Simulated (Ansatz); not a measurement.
Polymorphs of PbS, each relaxed with r²SCAN in the plane-wave PAW code Ansatz:

A: zinc blende (F-43m)
a = 6.602 Å, b = 6.602 Å, c = 6.602 Å, α = 90.00°, β = 90.00°, γ = 90.00°

```json
[
 {"atom": "S", "site": "4d", "symmetry": "-43m", "x": "0.7500", "y": "0.7500", "z": "0.7500"},
 {"atom": "Pb", "site": "4a", "symmetry": "-43m", "x": "0.0000", "y": "0.0000", "z": "0.0000"}
]
```

B: NiAs type (P6_3/mmc)
a = 4.124 Å, b = 4.124 Å, c = 7.333 Å, α = 90.00°, β = 90.00°, γ = 120.00°

```csv
atom,site,symmetry,x,y,z
Pb,2a,-3m.,0.0000,0.0000,0.0000
S,2c,-6m2,0.3333,0.6667,0.2500
```

C: rock salt (Fm-3m)
a = 5.9746 Å, b = 5.9746 Å, c = 5.9746 Å, α = 90.00°, β = 90.00°, γ = 90.00°

```tsv
atom	site	symmetry	x	y	z
Pb	4a	m-3m	0.0000	0.0000	0.0000
S	4b	m-3m	0.5000	0.5000	0.5000
```

Task: Rank these by energy per atom at 0 K (lowest first), as r²SCAN gives it.

Result: C (+0 meV/atom), B (+66 meV/atom), A (+249 meV/atom)

Task: Give each one's gap.

Result: A 0.95 eV; B 0.25 eV; C 0.70 eV.

Typed or built starts, not in the databases checked: A; B. Not the usual ambient phase: A; B. Unstable at this level: A. All cells were relaxed under the symmetry of their starts (and spin orders); stability against distortions was not tested throughout. Scalar-relativistic: spin–orbit coupling is off unless named, which matters more the heavier the elements.

Energies hold the estimated change up to a 700 eV cutoff; steps of a few meV lie near the error of the meshes.

Potentials: the earlier of the program's two PAW sets.
